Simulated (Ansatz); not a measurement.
Relaxed candidate structures of Cu$_{2}$O:

A. R3m, hexagonal axes (No. 160), hR6; a = b = 5.363 Å, c = 7.698 Å, α = β = 90.00°, γ = 120.00°; Cu 9b (0.507, 0.014, 0.150); O 3a (0.000, 0.000, 0.323); Cu 3a (0.000, 0.000, 0.081); O 3a (0.000, 0.000, 0.646)

B. Fm-3m (No. 225), cF12, anti-fluorite type; a = 5.0683 Å, b = 5.0683 Å, c = 5.0683 Å, α = 90.00°, β = 90.00°, γ = 90.00°; O 4a (0.000, 0.000, 0.000); Cu 8c (0.250, 0.250, 0.250)

C. Pn-3m, origin choice 1 (No. 224), cP6, AFLOW prototype A2B_cP6_224_b_a (C3, as in Cu2O); a = 4.223 Å, b = 4.223 Å, c = 4.223 Å, α = 90.00°, β = 90.00°, γ = 90.00°; Cu 4c (0.750, 0.750, 0.750); O 2a (0.000, 0.000, 0.000)

**Question.** Put the candidates in order of energy per atom, lowest first, for PBEsol (plane waves to 420 eV, PAW, scalar-relativistic; Ansatz, a first-principles code).

**Answer.** C (reference, the lowest of the structures calculated here), A (+0.22 eV/atom), B (+0.51 eV/atom)

**Question.** Give each candidate's band gap.

**Answer.** No gap: A, B. C: 0.56 eV (no spin-orbit coupling).

Each run could gain symmetry but not lose that of its start, so entries can be saddle points. From databases, or of a type measured for this composition: Pn-3m, cP6, AFLOW prototype A2B_cP6_224_b_a (C3, as in Cu2O); the others are generated cells (placed on structure types, drawn at random, substituted or restacked) that were not matched to a known phase here. Static energies at zero pressure. The runs use different k-meshes, so differences are rounded accordingly. No spin polarisation in the result. The d or f electrons are treated with no Hubbard U.
